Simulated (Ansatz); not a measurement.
**Profile along the Bi–Pt line in Bi2Pt (space group Pa-3)**

Bi$_{2}$Pt (space group Pa-3)

```yaml
crystal:
  lattice:
    - [6.67089, 0.00000, 0.00000]
    - [0.00000, 6.67089, 0.00000]
    - [0.00000, 0.00000, 6.67089]
  atoms:
    - { symbol: Bi, position: [0.37026, 0.37026, 0.37026] }
    - { symbol: Bi, position: [0.62974, 0.62974, 0.62974] }
    - { symbol: Bi, position: [0.12974, 0.62974, 0.87026] }
    - { symbol: Bi, position: [0.87026, 0.37026, 0.12974] }
    - { symbol: Bi, position: [0.87026, 0.12974, 0.62974] }
    - { symbol: Bi, position: [0.12974, 0.87026, 0.37026] }
    - { symbol: Bi, position: [0.62974, 0.87026, 0.12974] }
    - { symbol: Bi, position: [0.37026, 0.12974, 0.87026] }
    - { symbol: Pt, position: [0.00000, 0.00000, 0.00000] }
    - { symbol: Pt, position: [0.50000, 0.00000, 0.50000] }
    - { symbol: Pt, position: [0.50000, 0.50000, 0.00000] }
    - { symbol: Pt, position: [0.00000, 0.50000, 0.50000] }
```

Fields along a shortest Bi–Pt line of a {110} plane (2.76 Å), from Bi to Pt, interpolated on the slice's grid (step about 0.3 Å). The numbers are results of LDA (plane waves to 420 eV, PAW, scalar-relativistic; Ansatz, a program for electronic structure), not measurements. k mesh 6×6×6. Near the nuclei the fields are pseudised (PAW); where an atom keeps semicore shells as valence, they peak there. Bi2Pt is run without spin polarisation. Bi2Pt was relaxed with its symmetry unable to fall. Spin-orbit coupling is left out, though Bi and Pt are heavy.

| distance from Bi (Å) | valence electron density (e/Å³) | electron localisation function |
|---|---|---|
| 0.00 | 7.79 | x |
| 0.14 | 7.79 | x |
| 0.28 | 7.01 | x |
| 0.41 | 5.84 | x |
| 0.55 | 4.31 | 0.21 |
| 0.69 | 2.71 | 0.34 |
| 0.83 | 1.52 | 0.41 |
| 0.97 | 0.87 | 0.41 |
| 1.10 | 0.58 | 0.39 |
| 1.24 | 0.46 | 0.39 |
| 1.38 | 0.42 | 0.38 |
| 1.52 | 0.46 | 0.34 |
| 1.66 | 0.60 | 0.29 |
| 1.79 | 0.96 | 0.31 |
| 1.93 | 1.80 | 0.39 |
| 2.07 | 3.48 | 0.51 |
| 2.21 | 5.90 | 0.61 |
| 2.35 | 8.40 | x |
| 2.48 | 10.41 | x |
| 2.62 | 11.67 | x |
| 2.76 | 12.07 | x |

x: too close to a nucleus for the ELF to mean much.

Density on the Bi–Pt line (2.76 Å) at its midpoint: 0.42 e/Å³. ELF at that point: 0.4.
